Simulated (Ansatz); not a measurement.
The lowest calculated structure of PbSe and denser ones, each relaxed at zero pressure. All values below come from PBEsol (plane waves to 420 eV, PAW, scalar-relativistic; Ansatz, an electronic-structure program).

```csv
structure,E − E(first row) (eV/atom),V (Å³/atom)
"Fm-3m, cF8, rock salt type",0,28.39
"I4₁/amd, tI8, AFLOW prototype AB_tI8_141_a_b ("40", as in NbP)",0.29,26.25
"Pm-3m, cP2, CsCl type",0.20,25.46
```

Estimate from H = E + PV, with the volumes held at these values, the pressure at which each denser structure becomes favourable. Which of these comes first?

The enthalpies cross at P = ΔE / (−ΔV); 1 eV/Å³ is 160.2 GPa.
- Pm-3m, cP2, CsCl type: 0.20 / (28.39 − 25.46) × 160.2 ≈ 11 GPa
- I4₁/amd, tI8, AFLOW prototype AB_tI8_141_a_b ("40", as in NbP): 0.29 / (28.39 − 26.25) × 160.2 ≈ 22 GPa

First among these: Pm-3m, cP2, CsCl type, near 11 GPa. This leaves out the compression of both phases, so the common tangent of the full E(V) curves can lie elsewhere, the more so the higher the pressure; energy differences of these cells are good to about 0.01 eV/atom.

1 run with a doubtful electronic state, a coarser numerical grid, an end not at rest or a source that can't be used is left out. 1 generated cell of layers, chains or molecules, poorly bound without dispersion, is left out. Each run could gain symmetry but not lose that of its start, so entries can be saddle points. From databases, or of a type measured for this composition: Fm-3m, cF8, rock salt type; the others are generated cells (placed on structure types, drawn at random, substituted or restacked) that were not matched to a known phase here. Static energies at zero pressure. No spin polarisation in the result.
